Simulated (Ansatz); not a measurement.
## Ansatz 0.2.0, settings compared: CsSe₂N

Run with:

```bash
ansatz run input.yaml --threads 1 --pin off --max-ram 2560MiB --backend cpu --events-out ev --progress --plain --runs-dir out
```

Input:

```yaml
crystal:
  lattice:
    - [3.957313, 0.0, 0.0]
    - [-1.978657, 3.427138, 0.0]
    - [0.0, -2.284756, 7.543304]
  atoms:
    - { symbol: Se, position: [0.23179, 0.46358, 0.69537] }
    - { symbol: Se, position: [0.76821, 0.53642, 0.30463] }
    - { symbol: "N", position: [0.5, 0.0, 0.5] }
    - { symbol: Cs, position: [0.0, 0.0, 0.0] }
  symmetry: { tolerance: 0.0003 }
kpoints:
  mp_grid: { grid: [6, 6, 6], shift: [0, 0, 0] }
magnetization:
  spin_polarized: false
scf:
  occupations: { method: gaussian, width: 0.0362 }
hamiltonian:
  pseudopotentials: { kind: paw }
  xc: lda
basis:
  ecutwfc: 420
output:
  forces: true
  stress: true
  eigenvalues: true
relax:
  max_steps: 40
  cell: {}
```

Origin of the cell: a known structure type with other elements, at an estimated volume, so it need not be a known compound.

Output of this run (shortened):

```
SCF iter   1: F=—  HF=-16640.748794 eV  Δρ=1.64e-2  dr2=4.10e-1
SCF iter   2: F=—  HF=-16641.990224 eV  Δρ=9.08e-2  dr2=1.44e1  defer=31  recentre
SCF iter   3: F=—  HF=-16640.709640 eV  Δρ=6.64e-3  dr2=6.07e-2
SCF iter   4: F=—  HF=-16640.703981 eV  Δρ=1.24e-3  dr2=3.09e-3  defer=30
SCF iter   5: F=—  HF=-16640.703670 eV  Δρ=3.23e-4  dr2=1.63e-4  defer=30
SCF iter   6: F=—  HF=-16640.703654 eV  Δρ=5.65e-5  dr2=2.54e-6  defer=30
SCF iter   7: F=—  HF=-16640.703656 eV  Δρ=1.10e-5  dr2=5.63e-7  defer=30
SCF iter   8: F=-16640.703656 eV  HF=-16640.703656 eV  Δρ=2.82e-6  dr2=8.96e-9
relax step   1: F+E_penalty+E_count = -16640.703656 eV  Δ(F+E_penalty+E_count) = +0.000e0 eV  max|allowed force component| = 2.422e0 eV/Å  Δτ_max = 0.0000 Å  P = -5.542 GPa  Ω = 102.304 Å³  ( […]
relax step   2: F+E_penalty+E_count = -16641.623117 eV  Δ(F+E_penalty+E_count) = -9.195e-1 eV  max|allowed force component| = 1.435e0 eV/Å  Δτ_max = 0.1971 Å  P = -4.686 GPa  Ω = 97.920 Å³  e […]
relax step   3: F+E_penalty+E_count = -16641.655952 eV  Δ(F+E_penalty+E_count) = -3.283e-2 eV  max|allowed force component| = 1.406e0 eV/Å  Δτ_max = 0.0049 Å  P = -4.613 GPa  Ω = 97.601 Å³  e […]
relax step   4: F+E_penalty+E_count = -16642.189367 eV  Δ(F+E_penalty+E_count) = -5.334e-1 eV  max|allowed force component| = 6.439e-2 eV/Å  Δτ_max = 0.1689 Å  P = -0.518 GPa  Ω = 89.874 Å³ […]
relax step   5: F+E_penalty+E_count = -16642.239861 eV  Δ(F+E_penalty+E_count) = -5.049e-2 eV  max|allowed force component| = 1.436e-1 eV/Å  Δτ_max = 0.0068 Å  P = +0.721 GPa  Ω = 86.944 Å³ […]
relax step   6: F+E_penalty+E_count = -16642.247561 eV  Δ(F+E_penalty+E_count) = -7.700e-3 eV  max|allowed force component| = 3.956e-2 eV/Å  Δτ_max = 0.0122 Å  P = -0.285 GPa  Ω = 88.311 Å³ […]
relax step   7: F+E_penalty+E_count = -16642.248421 eV  Δ(F+E_penalty+E_count) = -8.598e-4 eV  max|allowed force component| = 4.772e-3 eV/Å  Δτ_max = 0.0030 Å  P = -0.047 GPa  Ω = 87.990 Å³ […]
relax step   8: F+E_penalty+E_count = -16642.248505 eV  Δ(F+E_penalty+E_count) = -8.494e-5 eV  max|allowed force component| = 2.370e-3 eV/Å  Δτ_max = 0.0010 Å  P = -0.008 GPa  Ω = 87.911 Å³ […]
relax step   9: F+E_penalty+E_count = -16642.244560 eV  Δ(F+E_penalty+E_count) = +3.945e-3 eV  max|allowed force component| = 3.252e-3 eV/Å  Δτ_max = 0.0000 Å  P = -0.071 GPa  Ω = 87.911 Å³  stress off target by 1.13e-1 GPa […]
relax step  10: F+E_penalty+E_count = -16642.244728 eV  Δ(F+E_penalty+E_count) = -1.680e-4 eV  max|allowed force component| = 5.924e-4 eV/Å  Δτ_max = 0.0002 Å  P = -0.001 GPa  Ω = 87.791 Å³ […]
relax step  11: F+E_penalty+E_count = -16642.244616 eV  Δ(F+E_penalty+E_count) = +1.122e-4 eV  max|allowed force component| = 6.202e-4 eV/Å  Δτ_max = 0.0000 Å  P = -0.002 GPa  Ω = 87.791 Å³  stress off target by 3.45e-3 GPa […]
SCF 11 converged in 8 iterations: F = -16642.244616 eV  dr2 = 3.06e-16
basis re-selected at this cell: Δ(F+E_penalty+E_count) = +1.122e-4 eV, ΔP = -0.001 GPa vs the last step (what re-selecting the basis moved, of the pressure what is left beyond the Pulay corre […]
SCF converged after 8 iterations
Free energy (F): -16642.244616 eV
Harris-Foulkes:  -16642.244616 eV  (|F-HF|=0.00e0)
Internal energy: -16642.243777 eV  (E = F + TS)
E sigma→0 (E₀):  -16642.244196 eV
Entropy (-TS):   -0.000839 eV (-0.210 meV/atom)
Fermi energy:    9.407487 eV
--- Per-component energies (eV) ---
  E_band       = -740.286628
  E_kinetic    = 502.384725
  E_local      = -6219.605254  (includes V_loc(G=0)·N_el)
  E_nonlocal   = -1095.179969
  E_hartree    = 3043.375177
  E_xc         = -438.881981
  E_vxc        = -398.732809  (∫ρ·V_xc dr)
  E_paw        = -8673.569310  (= ΣΔE_a)
  E_vpaw       = 384.097495  (= ΣTr[D̂ρ^β])
  E_aug_tail   = -0.001169  (compensation charges beyond the density's cutoff)
  E_ewald      = -3765.551320
  E_core_change = 4.785325  (= ΣΔE_core)
  E_smearing   = -0.000839  (= −TS)
  Σ components = -16642.244616   (vs F -16642.244616, Δ=0.00e0)
--- Forces (eV/Å), atoms counted from 1 ---
  atom   1  Se     0.000000    -0.000000    -0.000620
  atom   2  Se    -0.000000     0.000000     0.000620
  atom   3  N     -0.000000     0.000000     0.000000
  atom   4  Cs     0.000000     0.000000     0.000000
  max |Σ_I F_I| component: 1.16e-18 eV/Å
--- Stress (GPa, compression-positive) ---
       -0.003449       0.000000      -0.000000
        0.000000      -0.003449       0.000000
       -0.000000       0.000000       0.001260
  P = ⅓ Tr σ = -0.0019 GPa (-0.019 kbar)
--- Relaxed structure (9 steps of the walk, 9 accepted, 2 SCFs on fresh bases) ---
  F+E_penalty+E_count = -16642.244616 eV   max|allowed force component| = 6.202e-4 eV/Å   (the final SCF, on the basis selected at the relaxed cell)
  cell:  # Å, volume = 87.7905 Å³
    - [3.578730, 2.610e-7, 7.907e-8]
    - [-1.789365, 3.099271, -5.873e-7]
    - [-2.416e-8, -2.066179, 7.915154]
  atoms:
    - { symbol: Se, position: [0.216159, 0.432319, 0.648478] }
    - { symbol: Se, position: [0.783841, 0.567681, 0.351522] }
    - { symbol: N, position: [0.500000, 5.551e-17, 0.500000] }
    - { symbol: Cs, position: [-6.132e-19, -1.226e-18, -1.839e-18] }
```

The same input was run again with these changes:

1. `kpoints.mp_grid.grid` [6, 6, 6] → [9, 9, 9]
2. `scf.occupations.method` gaussian → cold; `scf.occupations.width` 0.0362 → 0.15; `scf.initial_density.chi_scale` default → 0.0
3. `scf.initial_density.chi_scale` default → 0.0; `hamiltonian.xc` lda → revpbe; `scf.mixing.preconditioner` default → none
4. `scf.convergence.dr2_threshold` default → 0.0001; `hamiltonian.xc` lda → pbesol; `scf.lower_state_search` default → light

| run | end | SCF iterations | volume (Å³/atom) | max force component (eV/Å) | moment (μB) | ΔE(σ→0) (meV/atom) |
| --- | --- | --- | --- | --- | --- | --- |
| base | converged | 73 | 21.95 | 0.001 | – | 0 |
| 1 | converged | 70 | 21.85 | 0.001 | – | -5.30 |
| 2 | converged | 63 | 21.95 | 0.000 | – | 0.80 |
| 3 | converged | 71 | 25.25 | 0.003 | – | – |
| 4 | converged | 60 | 22.69 | 0.001 | – | – |

Energies are compared only where functional, datasets, charge and starting cell are the same.

Not properties of the system: run 4 (too coarse or loose: `scf.convergence.dr2_threshold` = 0.0001).

Caveats of the base run: no spin, though holes on the anions or broken bonds may carry moments; the k mesh is coarse if the cell is a metal; the relaxation held the start's symmetry, so the end may be a saddle point.

Run 3: forces of this functional can be a tenth off on datasets made under PBE.
Run 4: the SCF threshold is loose for forces.

The base run ran for 50 s on 1 thread of Arm Neoverse V2, on a shared host, peak memory 0.4 GiB, from the program's own first density.
